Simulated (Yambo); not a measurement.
BaTiO₃ (space group Amm2, No. 38): a test of whether the lowest BSE state is resolved, against the k mesh (Yambo, LDA bands; otherwise 9 valence and 7 conduction bands, static screening with 44 bands and a 3 Ry block, scissor 1.71 eV, Tamm-Dancoff).

```
k mesh  direct gap (eV)  lowest state (eV)  difference (eV)  k points taking part  rough cost
------  ---------------  -----------------  ---------------  --------------------  ----------
2×2×2              4.22               3.46             0.76                   1.3  about 1/70
4×4×4              4.22               3.78             0.44                   1.3   about 1/9
6×6×6              4.22               3.91             0.31                   1.7           1
```

The last step moves the difference by 0.13 eV. Even the densest mesh doesn't resolve the state: none of these energies is a result, and the difference is no binding energy.

These are vertical excitations (zero momentum); the indirect quasiparticle gap, about 3.82 eV, is smaller than the direct one (4.22 eV on the GW mesh). The scissor comes from a G0W0 run whose convergence isn't established; costs are rough.

Geometry of the Materials Project entry, not relaxed at this level; primitive cell a = 3.9833 Å, b = 4.0573 Å, c = 4.0573 Å, α = 89.75°, β = 90.00°, γ = 90.00°.

This is not the ordinary phase of the substance.
